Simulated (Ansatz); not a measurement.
Put Cs3H in P-3m1 (No. 164): Cs on 1b and 2d; H on 1a.

Computed with DFT PBE, scalar-relativistic, plane waves, PAW (Ansatz 0.2.0). Cutoff 420 eV, Γ-centred mesh, Gaussian smearing, no spin polarisation.

Energies over the elements count from the elements' standard structures at the same level (H₂ as a molecule), with no fitted energy shifts.

Task: Give the relaxed lattice parameters and positions.

Result:

Space group P-3m1 (No. 164). a = 4.927 Å, b = 4.927 Å, c = 13.149 Å, α = 90.00°, β = 90.00°, γ = 120.00°
| atom | site | symmetry | x | y | z |
| --- | --- | --- | --- | --- | --- |
| Cs | 1b | -3m. | 0.0000 | 0.0000 | 0.5000 |
| Cs | 2d | 3m. | 0.3333 | 0.6667 | 0.8661 |
| H | 1a | -3m. | 0.0000 | 0.0000 | 0.0000 |

Around Cs on a site of symmetry -3m lie 6 Cs at 4.93 Å and 6 Cs at 5.59 Å; Cs on a site of symmetry 3m has 3 H at 3.35 Å, 3 Cs at 4.53 Å, 6 Cs at 4.93 Å and 3 Cs at 5.59 Å; H has 6 Cs at 3.35 Å. Another local minimum with the same sites may exist.

Task: Where does its energy lie, and is it a metal?

Result: The energy over the elements is −0.01 eV/atom and the gap on the 12×12×4 mesh of the 4-atom cell is 0 eV (a metal). The formation energy is too near zero to say whether this cell lies below the elements.

The last run used Gaussian smearing of 0.10 eV. The k mesh leaves some 4 meV/atom of noise in the energy of each metallic cell. With hydrogen, zero-point motion can shift formation energies by some tens of meV/atom. Symmetry constrained the relaxation, so the result can be a saddle point.
